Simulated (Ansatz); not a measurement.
CdWO$_{4}$:
```
CELL_PARAMETERS angstrom
      5.03552     0.00000     0.00000
      0.00000     5.89611     0.00000
     -0.10809     0.00000     5.06783
ATOMIC_POSITIONS crystal
  Cd 0.50000 0.69259 0.75000
  Cd 0.50000 0.30741 0.25000
  W  0.00000 0.17818 0.75000
  W  0.00000 0.82182 0.25000
  O  0.79844 0.09592 0.05017
  O  0.20156 0.90408 0.94983
  O  0.20156 0.09592 0.44983
  O  0.79844 0.90408 0.55017
  O  0.75824 0.36957 0.61507
  O  0.24176 0.63043 0.38493
  O  0.24176 0.36957 0.88493
  O  0.75824 0.63043 0.11507
```

r²SCAN in the plane-wave PAW code Ansatz gives a gap of 3.40 eV without spin–orbit coupling, maximum off the standard path, at k = (0.188, -0.500, 0.427), minimum off the standard path, at k = (-0.083, -0.500, 0.203).

Problem. What happens when spin–orbit coupling is switched on?

Solution. The gap drops by 0.02 eV, to 3.38 eV; maximum off the standard path, at k = (0.188, -0.500, 0.427), minimum off the standard path, at k = (-0.094, -0.500, 0.208).

Problem. Give the electron effective mass with spin–orbit coupling.

Solution. 1.0, 2.3, 2.4 mₑ (principal values).

Problem. Give the hole effective mass with spin–orbit coupling.

Solution. 0.50, 2.2, 3.1 mₑ (principal values).

Space group P2/c. The workflow started from a Materials Project entry (that database holds measured and hypothetical structures alike); the Crystallography Open Database files this formula in space group No. 13, but the cells were not matched. Its standing as an ambient phase is unchecked. The r²SCAN relaxation kept the symmetry of its start; whether a distortion lowers the energy is not shown. The run is not spin-polarised. No Hubbard U is applied.

Potentials: the later of the program's two PAW sets.
